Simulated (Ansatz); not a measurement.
**LaTe (rocksalt structure)**

**The experiment.** The Crystallography Open Database holds a cell as deposited of cubic LaTe (space group Fm-3m), temperature not stated (1966): a = 6.429 Å, 33.22 Å³/atom.

Level of theory: DFT, PBEsol, scalar-relativistic, no spin polarisation; plane waves to 420 eV with PAW datasets (Ansatz 0.2.0), 8×8×8 k-mesh, Gaussian smearing of 0.05 eV; PAW files: Ansatz's generated set soft_2.

```cif
data_structure
_symmetry_space_group_name_H-M 'P 1'
_symmetry_Int_Tables_number 1
_cell_length_a 4.5195
_cell_length_b 4.5195
_cell_length_c 4.5195
_cell_angle_alpha 60.000
_cell_angle_beta 60.000
_cell_angle_gamma 60.000
_cell_volume 65.28
loop_
_atom_site_label
_atom_site_type_symbol
_atom_site_fract_x
_atom_site_fract_y
_atom_site_fract_z
_atom_site_occupancy
La1 La 0.50000 0.50000 0.50000 1
Te1 Te 0.00000 0.00000 0.00000 1
```

The start was a prototype's sites filled with these elements; the Crystallography Open Database holds the compound in this structure.

The cell above was scaled in volume, its shape and atoms being fixed by the lattice's symmetry. Energies are counted from the cell above.

The cell is relaxed to zero pressure at this level.

```
V (Å³/atom)  ΔE (meV/atom)  P (GPa)
      31.33              ?        ?
      31.99            2.6      1.3
      32.64            0.0      0.0
      33.29            2.4     -1.2
      33.94            9.4     -2.2
```

**Question.** Fill in the withheld row.

**Answer.** ΔE (meV/atom): 10.9, P (GPa): 2.8.

**Question.** What do the points give for the equilibrium volume, the bulk modulus and its pressure derivative (third-order Birch–Murnaghan)?

**Answer.** V0 = 32.64 Å³/atom, B0 = 62 GPa, B0′ = 4.5.

B0·V0 = 61.8 GPa × 32.64 Å³ = 12.59 eV/atom sets the scale: near the minimum ΔE ≈ ½ B0 V0 x², with x = V/V0 − 1, and a pressure of 0.6 GPa squeezes the volume by about 1 %. At the ends of the curve: x = −4.0 % predicts 10.1 meV/atom and the run gives 10.9; x = +4.0 % predicts 10.1 meV/atom and the run gives 9.4. The lopsidedness is anharmonic: atoms resist being pushed together more than being pulled apart.

**Against experiment.** PBEsol gives 6.392 Å and 32.64 Å³/atom, −1.7 % in volume (−0.6 % in length) from the database's cell. PBEsol was built to cure PBE's overestimate of volumes, and the static lattice lacks thermal expansion.

These numbers lack spin–orbit coupling. The cell is a metal with an odd number of electrons, and spin polarisation wasn't tried.
